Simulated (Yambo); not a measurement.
Yambo run on CaI₂ (CdI2 type, space group P-3m1, No. 164). The wavefunctions are PBEsol (Quantum ESPRESSO, PseudoDojo norm-conserving, 70 Ry, with spin-orbit coupling) ones on a 3×3×2 mesh (24 occupied bands); a = 4.432 Å, b = 4.432 Å, c = 6.920 Å, α = 90.00°, β = 90.00°, γ = 120.00°.

Yambo input:

```
rim_cut
gw0
dyson
el_el_corr
HF_and_locXC
ppa
em1d
RandQpts= 1000000
RandGvec= 1 Ry
EXXRLvcs= 70 Ry
VXCRLvcs= 280 Ry
Chimod= "HARTREE"
% BndsRnXp
 1 | 218 |
%
NGsBlkXp= 7 Ry
% LongDrXp
 1.0 | 1.0 | 1.0 |
%
PPAPntXp= 27.2114 eV
% GbndRnge
 1 | 218 |
%
GTermKind= "BG"
DysSolver= "n"
ExtendOut
% QPkrange
 1 | 1 | 24 | 25 |
 3 | 3 | 25 | 25 |
%
```

k points by index: 1 = Γ, 3 = (0, 0.333, 0).

Resulting energies as the program prints them:

```
#    K-point    Band    Eo [eV]    E [eV]    E-Eo [eV]    Vxc [eV]    Vnlxc [eV]    Sc|Eo [eV]    Sc|E [eV]    dSc/dw|Eo [eV]    Re(Z)    Im(Z)
#
    1    24    0.000000    -1.112572    -1.112572    -11.46461    -14.11286    1.277576    1.535681    -6.312168    0.811707    -0.001411
    1    25    3.772413    4.448174    0.675761    -8.239832    -3.888709    -3.541936    -3.675362    -5.371708    0.835136    -0.001304
    3    25    3.237201    4.388887    1.151686    -10.52831    -5.333285    -3.793805    -4.043335    -5.894979    0.821936    -0.001382
```
(The two width columns are left out.) Convergence of these settings isn't established.

Geometry relaxed with PBE+D3(BJ).
